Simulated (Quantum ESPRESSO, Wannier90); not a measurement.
**Rh (fcc (Cu type)), plane waves to Wannier functions**

```yaml
crystal:
  lattice:
    - [0.00000, 1.90298, 1.90298]
    - [1.90298, 0.00000, 1.90298]
    - [1.90298, 1.90298, 0.00000]
  atoms:
    - { symbol: Rh, position: [0.00000, 0.00000, 0.00000] }
```

Materials Project entry mp-74; symmetrised, unrelaxed at this level. This is the element's usual structure. Method: PBEsol plane waves in Quantum ESPRESSO 7.5 (PseudoDojo norm-conserving files, 71 Ry, no spin polarisation, no spin-orbit coupling), Bloch states on a 12×12×12 mesh through Γ, Wannier90 4.0.1. Density: 18×18×18 mesh, cold smearing 0.01 Ry.

Valence charges of the files: Rh 17. 21 bands were computed.

Isolated groups of bands, relative to the Fermi level (bands from 5 on overlap up to the last one computed):

```csv
bands,from (eV),to (eV),filling,weight on atomic waves
1,-78.86,-78.71,filled,Rh 4s 97 %
2–4,-47.07,-46.34,filled,Rh 4p 99 %
```

Wanted is a model with the orbitals Rh s p d, without the filled groups that are mainly made of other shells (semicore states, and anion s where it isn't named); all higher bands stay in for disentanglement.

Problem. Give num_wann, exclude_bands and num_bands, and the number of electrons that the model holds.

Solution. Electrons: 1×17 = 17, or 8.5 bands' worth; no gap over 0.05 eV opens at the Fermi level at this level of theory.
num_wann = 1×9 = 9.
exclude_bands = 1-4, 4 bands, so num_bands = 21 − 4 = 17.
The model holds 17 − 2×4 = 9 electrons. With the window frozen to 1.50 eV it follows pw.x to 2.0 meV rms (states up to 1.0 eV relative to the Fermi level).
